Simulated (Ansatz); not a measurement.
A geometry of Y2Si away from equilibrium: the start of the relaxation of a relaxed Y2Si cell, doubled along one cell vector, shaken by Gaussian noise of σ = 0.08 Å a coordinate. Level of theory: r2SCAN (plane waves to 500 eV, PAW, scalar-relativistic; Ansatz, a program for electronic structure). Γ-centred k-mesh 4×4×4 on the run's cell (coarser than for final values), Fermi–Dirac smearing 0.05 eV.

```xyz
12
Lattice="6.7365 0.0000 0.0000 0.0000 6.7365 0.0000 0.0000 0.0000 7.1237" Properties=species:S:1:pos:R:3:forces:R:3 pbc="T T T" free_energy=-33438.419 pressure_GPa=1.0
Si     3.3129     3.3486     1.8195    0.3074   -0.2379   -0.1060
Si     3.4664     3.4041     5.4240   -0.6069   -0.7611   -0.4253
Si    -0.0382     0.0694     1.7170   -0.0692   -0.9978    0.3665
Si    -0.1089    -0.0011     5.3058    0.7233   -0.1981   -0.0090
Y      5.3316     1.9743     0.0906   -0.1518    0.3954   -0.3639
Y      5.4557     2.0128     3.5582   -0.7882    0.1122    0.3513
Y      1.3463     4.6242     0.0545    0.0311    0.4664   -0.0268
Y      1.4089     4.5584     3.6086   -0.2699    0.5692    0.1694
Y      1.9420     1.3403     0.0831    0.2714   -0.0519   -0.6829
Y      1.8542     1.2265     3.5673    1.0437    0.1586    0.3036
Y      4.7895     5.4053    -0.2091   -0.5184   -0.0410    1.1709
Y      4.7377     5.2748     3.5210    0.0274    0.5861   -0.7478
```

Positions in Å, forces in eV/Å, free energy of the cell in eV (comparable only within this code, potentials and settings). Largest force: 1.28 eV/Å, on Y11 (atoms numbered as listed); the geometry lies 0.05 eV/atom above the end of its relaxation.

No spin polarisation in the result.

The end of the path is a generated cell of Y2Si: the first start was made by a random draw of sites in a space group, and the end was not matched to a known phase here, so it may be hypothetical.
